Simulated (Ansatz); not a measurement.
TiGeO:
```
TiGeO
1.0
    3.31559     0.00000     0.00000
    0.00000     3.31559     0.00000
    0.00000     0.00000     6.78171
Ti Ge O
2 2 2
Direct
  0.00000   0.50000   0.67846
  0.50000   0.00000   0.32154
  0.00000   0.00000   0.00000
  0.50000   0.50000   0.00000
  0.50000   0.00000   0.60724
  0.00000   0.50000   0.39276
```

Relaxed with PBEsol. Special points in fractions of this cell's reciprocal vectors: Γ (0.000, 0.000, 0.000); X (0.000, 0.500, 0.000); M (0.500, 0.500, 0.000); Z (0.000, 0.000, 0.500); R (0.000, 0.500, 0.500); A (0.500, 0.500, 0.500).

List the band energies nearest the Fermi level at these points for PBEsol in the plane-wave PAW code Ansatz.

In eV from the Fermi level; about four levels below and three above (degenerate sets whole), none deeper than 8.9 eV; points with the same levels are listed once.

```json
[
 {"k": "Γ", "below": "-2.84 -2.84 -2.69 -2.44 -1.50", "above": "0.38 0.50 0.52 0.52"},
 {"k": "X", "below": "-1.69 -1.69 -0.33 -0.33", "above": "0.12 0.12 1.53 1.53"},
 {"k": "M", "below": "-4.53 -4.53 -1.74 -1.74", "above": "1.01 1.01 1.07 1.07"},
 {"k": "Z", "below": "-2.51 -2.51 -2.27 -2.16", "above": "0.47 0.47 0.50"},
 {"k": "R", "below": "-2.67 -2.67 -0.02 -0.02", "above": "0.48 0.48 1.53 1.53"},
 {"k": "A", "below": "-3.97 -3.97 -2.60 -2.60", "above": "0.66 0.66 1.14 1.14"}
]
```

Space group P4/nmm. The start of the workflow was typed in or built on a structure type; neither database checked (COD, Materials Project) lists it. Whether it is the stable phase at ambient conditions was not checked. The PBEsol relaxation kept the symmetry of its start; whether a distortion lowers the energy is not shown. The workflow began spin-polarised and lost its moments. The volume moved by -19 % from the start of the relaxation. The compound may be a true metal, but semilocal functionals without U, or a wrong spin order, can also close a gap. Spin–orbit coupling is left out wherever it is not named.

Potentials: the earlier of the program's two PAW sets. The files were generated under PBE; for other functionals the program regenerates the frozen cores, and for LDA and PBEsol the local potential too.
